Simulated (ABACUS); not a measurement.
A self-consistent single point of GeTe4Pb3 (P4/mmm, 8 atoms in the cell; from Materials Project mp-1224448, changed as shown).

```xyz
8
Lattice="4.4725 0.0000 0.0000 0.0000 4.4725 0.0000 0.0000 0.0000 12.6583" Properties=species:S:1:pos:R:3 pbc="T T T"
Ge     0.0000     0.0000     0.0000
Te     0.0000     0.0000     3.0043
Te     0.0000     0.0000     9.6540
Te     2.2362     2.2362     0.0000
Te     2.2362     2.2362     6.3291
Pb     2.2362     2.2362     9.5323
Pb     2.2362     2.2362     3.1260
Pb     0.0000     0.0000     6.3291
```

Method: ABACUS 3.10.1 with LDA (PW92), numerical atomic orbitals TZDP (confined pseudo-atomic orbitals with Gaussian additions; energy shift 0.01 Ry), PseudoDojo 0.4 standard norm-conserving LDA (tails mended) pseudopotentials.

ABACUS settings:

```
key                                                                   value
---------------  ----------------------------------------------------------
basis                  TZDP numerical atomic orbitals, energy shift 0.01 Ry
KPT                                                       Gamma 6 6 2 0 0 0
basis_type                                                             lcao
dft_functional                                                        PWLDA
ecutwfc                                                              100 Ry
smearing_method                                                          fd
smearing_sigma                                               0.000734986 Ry
potentials       PseudoDojo 0.4 standard norm-conserving LDA (tails mended)
symmetry                                                                  1
ks_solver                                                           genelpa
scf_nmax                                                                100
scf_thr                                                             1.0e-07
mixing_type                                                         broyden
```

Problem. Estimate, at this level of theory: gap on the k-point mesh and pressure.

Solution. The run gave:

| Property | Value |
|---|---|
| Gap on the k-point mesh | 0.50 eV |
| Pressure | -1.53 GPa |

The gap is read on the k-point mesh of the run and can differ from the gap over the whole zone at this level.

For comparison: a first run was changed to give this one (lattice scaled by 0.98), and from it to this one the free energy goes down by 35.2 meV/atom, the pressure goes from -4.03 to -1.53 GPa and the gap on the mesh goes from 0.621 to 0.499 eV.

Spin-orbit coupling is left out, which matters for bands and gaps with elements this heavy. The atom-centred basis is finite, which shifts total energies, pressures and gaps against plane waves. The structure comes from a collection of computed structures, made at another level of theory; the collection holds predicted forms beside known ones.

Cost on one core: very roughly 70 core-seconds.

The atomic orbitals were generated for these runs; they are not ABACUS's published sets and were checked against plane waves on a few crystals only.

“Tails mended”: in these copies of the files the far tail of each local potential was reset to the Coulomb form.
